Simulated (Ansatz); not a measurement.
The relaxed structure here is a generated cell of Si: the first start was made by placing the elements on the sites of a structure type, and the end was not matched to a known phase here, so it may be hypothetical. Known forms of Si include space group No. 227.

One starting cell of Si (a generated cell, Si placed in the AFLOW prototype A_hR1_166_a (A10, as in Hg)) was relaxed twice with Ansatz (plane waves, PAW, scalar-relativistic): with PBEsol at 420 eV and with PBE at 420 eV. The PBEsol result:

```
CELL_PARAMETERS angstrom
      2.51458     0.00000     0.00000
      0.00000     2.51458     0.00000
      0.00000     0.00000     2.51458
ATOMIC_POSITIONS crystal
  Si 0.00000 0.00000 0.00000
```

```json
[
 {"quantity": "space group", "PBEsol": "Pm-3m", "PBE": "Pm-3m"},
 {"quantity": "volume (Å³/atom)", "PBEsol": "15.90", "PBE": "___"},
 {"quantity": "a (Å)", "PBEsol": "2.515", "PBE": "___"},
 {"quantity": "gap (eV, no spin-orbit coupling)", "PBEsol": "0.00", "PBE": "___"}
]
```

Task: What does PBE give for the same quantities?

Result: 
- volume (Å³/atom), PBE: 16.26
- a (Å), PBE: 2.534
- gap (eV, no spin-orbit coupling), PBE: 0.00

Both levels end in the same structure; PBE's volume is 2.3 % larger. Neither column is exact.

No spin polarisation in the result.

The run could not lose the symmetry of its start, so the end can be a saddle point.

Ansatz is a program for electronic structure.
